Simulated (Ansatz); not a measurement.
Ir (simple cubic): energy against volume

All numbers below come from Ansatz 0.2.0, DFT, LDA (PW92), plane waves (420 eV) with PAW, scalar-relativistic. The PAW files were generated under PBE, with cores re-solved for the functional.

The cell is scaled uniformly from the relaxed one, with fractional coordinates and shape fixed. Energies are extrapolated to zero smearing, pressures are those at the given smearing. Magnetic state: spin not included.

A Birch-Murnaghan fit gives V₀ = 16.11 Å³/atom, B₀ = 292 GPa, B₀′ = 4.9.

(1) What are the energy above the minimum and the pressure at 14.218 Å³/atom?

(2) What are the energy above the minimum and the pressure at 17.449 Å³/atom?

(3) What are the energy above the minimum and the pressure at 18.096 Å³/atom?

## Answers

(1) 258.1 meV/atom and 49.76 GPa as computed.

(2) 86.9 meV/atom and -18.81 GPa as computed.

(3) 177.4 meV/atom and -25.09 GPa as computed.
